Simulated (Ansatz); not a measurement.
Method: Ansatz 0.2.0, DFT PBE, scalar-relativistic, plane waves, PAW. Settings: cutoff 420 eV, Γ-centred meshes spaced at most about 0.3 Å⁻¹, and about 0.25 Å⁻¹ or finer for metals (2π included), Gaussian smearing. No spin polarisation in the final relaxations.

These are static total energies at zero pressure. All come from trial cells, and lower structures may exist.

Task: Which of these relaxed structures of Si2BiTe2 is the lowest in energy?
A.

```xyz
5
Lattice="4.0763 0.0000 0.0000 -2.0382 3.5302 0.0000 0.0000 0.0000 10.1534" Properties=species:S:1:pos:R:3 pbc="T T T"
Si    2.0382    1.1767    5.4074
Si    0.0000    2.3535    4.7460
Bi    0.0000    0.0000    0.0000
Te    2.0382    1.1767    8.0342
Te    0.0000    2.3535    2.1192
```

B.

```xyz
5
Lattice="-3.0287 3.0287 4.1781 3.0287 -3.0287 4.1781 3.0287 3.0287 -4.1781" Properties=species:S:1:pos:R:3 pbc="T T T"
Si    0.0000    0.0000    1.1303
Si    0.0000    0.0000    7.2258
Bi    0.0000    0.0000    4.1781
Te    0.0000    3.0287    0.0000
Te    3.0287    0.0000    0.0000
```

C.

```xyz
5
Lattice="4.3999 0.0000 0.0000 0.0000 4.3999 0.0000 0.0000 0.0000 10.7607" Properties=species:S:1:pos:R:3 pbc="T T T"
Si    2.2000    2.2000    8.2822
Si    2.2000    2.2000    2.4786
Bi    2.2000    2.2000    5.3804
Te    0.0000    0.0000    5.3804
Te    2.2000    2.2000    0.0000
```

D.

```xyz
5
Lattice="5.2818 0.0000 0.0000 -2.6409 4.5741 0.0000 0.0000 0.0000 5.6358" Properties=species:S:1:pos:R:3 pbc="T T T"
Si    0.0000    3.0494    0.0000
Si    2.6409    1.5247    0.0000
Bi    0.0000    0.0000    0.0000
Te    0.0000    3.0494    2.8179
Te    2.6409    1.5247    2.8179
```

Result: A. It has space group P-3m1 (No. 164); the next, B, with space group I4/mmm (No. 139), lies 0.36 eV/atom higher. The shortest distance is 2.44 Å (Si–Si) in the lowest and 2.26 Å (Si–Si) in the next. The lowest holds Si–Si nets (shortest 2.44 Å); the next holds Si–Si pairs (shortest 2.26 Å). Even the lowest lies +0.11 eV/atom against the elements.

Spin–orbit coupling, which can matter for Bi and Te, is left out. In P-3m1, I4/mmm, P6/mmm, P4/mmm an odd number of electrons in the primitive cell allows no gap without spin; a larger cell or a magnetic state could open one. A magnetic state wasn't ruled out in cells without spin, among them P-3m1, I4/mmm, P6/mmm, P4/mmm. Cells relaxed within their symmetry can be saddle points. Some candidate types were left out of the draw beforehand, so a known form may be missing.
